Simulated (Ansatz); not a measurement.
BaCu4As2:
Space group R-3m, hexagonal axes (No. 166); a = b = 4.0970 Å, c = 24.2081 Å, α = β = 90.00°, γ = 120.00°

```
atom  site  symmetry       x       y       z
----  ----  --------  ------  ------  ------
Cu      6c        3m  0.0000  0.0000  0.1441
Cu      6c        3m  0.0000  0.0000  0.4445
Ba      3a       -3m  0.0000  0.0000  0.0000
As      6c        3m  0.0000  0.0000  0.2433
```
(The calculation used a cell of 7 atoms; values per cell refer to that cell.)

Relaxed at zero pressure with the program Ansatz at the LDA level (PAW).

Task: The volume is lowered by 3 % and shape and atoms relax at that volume. What pressure results, and how do the axes share the change?

Result: 3.1 GPa; a -0.9 %, b -0.9 %, c -1.3 %; the energy rises by 5 meV/atom.

Task: Give the new structure.

Result: 
Space group R-3m, hexagonal axes (No. 166); a = 4.0614 Å, b = 4.0614 Å, c = 23.8946 Å, α = 90.00°, β = 90.00°, γ = 120.00°

```tsv
atom	site	symmetry	x	y	z
Cu	6c	3m	0.0000	0.0000	0.1440
Cu	6c	3m	0.0000	0.0000	0.4441
Ba	3a	-3m	0.0000	0.0000	0.0000
As	6c	3m	0.0000	0.0000	0.2440
```

The phase is kept; no other phase was compared at this pressure.

The workflow started from an entry of the Crystallography Open Database (COD). Its standing as an ambient phase is unchecked. The LDA relaxation kept the symmetry of its start; its stability against distortions is not shown here. The run is not spin-polarised. Scalar-relativistic: spin–orbit coupling is off unless named, which matters more the heavier the elements.

Potentials: the later of the program's two PAW sets.
